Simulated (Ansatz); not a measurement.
This Al4Cl structure is the end of a relaxation. The cell was found from a structure generator's guess, not taken from experiment.

Theory: DFT PBE, scalar-relativistic, plane waves, PAW (Ansatz 0.2.0). Cutoff 420 eV, Γ-centred mesh, Gaussian smearing, no spin polarisation.

```xyz
5
Lattice="4.7273 0.0000 0.0000 0.0000 4.7273 0.0000 0.0000 0.0000 4.7273" Properties=species:S:1:pos:R:3 pbc="T T T"
Al    1.4038    1.4038    1.4038
Al    3.3236    3.3236    1.4038
Al    3.3236    1.4038    3.3236
Al    1.4038    3.3236    3.3236
Cl    0.0000    0.0000    0.0000
```

The zero of energy is the elements' standard structures at the same level (Cl₂ as a molecule); no fitted shifts are applied.

Question: Find its symmetry and describe it.

Answer: P-43m (No. 215). Conventional cell: a = 4.727 Å. Al is surrounded by 1 Cl at 2.43 Å and 3 Al at 2.71 Å; Cl has 4 Al at 2.43 Å.

Question: What is its formation energy per atom?

Answer: +0.40 eV/atom. It can't be a ground state, since the elements alone are lower.

Question: Is it a metal?

Answer: Yes, bands cross the Fermi level on the 8×8×8 mesh.

The last run used an 8×8×8 mesh for its 5-atom cell and Gaussian smearing of 0.10 eV. The cell is a metal run without spin; a magnetic state may lie lower. Symmetry constrained the relaxation, so the result can be a saddle point. Another cell of Al4Cl relaxed alike, in I4/mmm, lies 0.33 eV/atom lower, so this cell isn't the stable form at this level.
